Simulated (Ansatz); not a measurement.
Ta4GaSe8 (space group F-43m)

```
Ta4GaSe8
1.0
    0.00000     5.16871     5.16871
    5.16871     0.00000     5.16871
    5.16871     5.16871     0.00000
Ta Ga Se
4 1 8
Direct
  0.69241   0.10253   0.10253
  0.10253   0.10253   0.10253
  0.10253   0.10253   0.69241
  0.10253   0.69241   0.10253
  0.50000   0.50000   0.50000
  0.41004   0.86332   0.86332
  0.86332   0.86332   0.86332
  0.86332   0.86332   0.41004
  0.86332   0.41004   0.86332
  0.90772   0.36409   0.36409
  0.36409   0.36409   0.36409
  0.36409   0.36409   0.90772
  0.36409   0.90772   0.36409
```

The slice is a {110} plane (indices of the conventional cell) through the point (0.410, 0.863, 0.863) (fractional), spanned by u = [100] and v = [1 -1 -1] in vectors of this cell: u (7.31 Å) and v (10.34 Å, at 90° to u). It covers one period; positions are fractions (u, v).

Level of theory: PBEsol (plane waves to 420 eV, PAW, scalar-relativistic; Ansatz, an electronic-structure program). k mesh 7×7×7. Inside the PAW spheres the values are not all-electron values, and peaks at nuclei hang on which shells count as valence. Spin-orbit coupling is left out, though Ta is heavy. Ta4GaSe8 is run without spin polarisation. Ta4GaSe8 was relaxed with its symmetry unable to fall.

Q: Predict the map of the valence electron density on the slice.

A: 
```
|7755332222447766443333334455|
|4444221122334444333333333344|
|4433221111224444443333334455|
|6633222222335577664433336677|
|6644222222336666775533446666|
|5533222222224466664433335566|
|3322221111223333332222223333|
|4433221122334444332211112244|
|7755332222446666442211223355|
|9977442233559988443322224477|
|7755332233447766443344334455|
|4433221122334444335588664444|
|2211111111112222335599773322|
|0000111111000000224455442211|
|0000112211110000112233221100|
|0000112211110000001111110000|
|1111111111111111111111111111|
|4433221111334433222211112233|
|7755332222447766443322333355|
|9977442233559988443333334477|
```
Scale: ten equal steps from -1.75 (start of '0') to 1.66 (end of '9'), in the order '0123456789'. Values: log₁₀ of the valence density in e/Å³. The map has 14 points along u (two characters each, u = 0 at the left) and 20 along v (v = 0 in the bottom row). The scale is logarithmic, as a density can span decades between atoms and voids.
